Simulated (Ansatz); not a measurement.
A relaxed cell of Mg₂CdS₃ is given with its symmetry left out. The cell was found from a structure generator's guess, not taken from experiment.

Level of theory: DFT PBE, scalar-relativistic, plane waves, PAW in Ansatz 0.2.0. Cutoff 420 eV, Γ-centred mesh, Gaussian smearing, no spin polarisation.

```yaml
crystal:
  lattice:
    - [3.76405, 0.00000, 0.00000]
    - [-1.88202, 3.25976, 0.00000]
    - [0.00000, 0.00000, 9.23287]
  atoms:
    - { symbol: Mg, position: [0.66667, 0.33333, 0.83793] }
    - { symbol: Mg, position: [0.33333, 0.66667, 0.16207] }
    - { symbol: Cd, position: [0.00000, 0.00000, 0.50000] }
    - { symbol: S, position: [0.33333, 0.66667, 0.67790] }
    - { symbol: S, position: [0.66667, 0.33333, 0.32210] }
    - { symbol: S, position: [0.00000, 0.00000, 0.00000] }
```

Energies over the elements count from the elements' standard structures at the same level, with no fitted energy shifts.

**Question.** What space group does it have?

**Answer.** P-3m1 (No. 164), with Mg and Cd ordered on rock salt sites. Conventional cell: a = 3.764 Å, c = 9.233 Å. Mg has 6 S at 2.63–2.64 Å; Cd is surrounded by 6 S at 2.72 Å; around S on a site of symmetry 3m lie 3 Mg at 2.63 Å and 3 Cd at 2.72 Å; S on a site of symmetry -3m is surrounded by 6 Mg at 2.64 Å.

**Question.** How far does it lie from the elements in energy?

**Answer.** −1.122 eV/atom. A negative formation energy is needed for stability but isn't enough: competing phases decide.

**Question.** Is it a metal?

**Answer.** No, the gap on the 12×12×4 mesh is 1.69 eV.

The last run used a 12×12×4 mesh (in the run's order of axes) for its 6-atom cell and Gaussian smearing of 0.02 eV. Kohn–Sham gaps at this level usually fall short of measured ones. The reference form of S is held partly by dispersion forces, which this level lacks. Symmetry constrained the relaxation, so the result can be a saddle point.
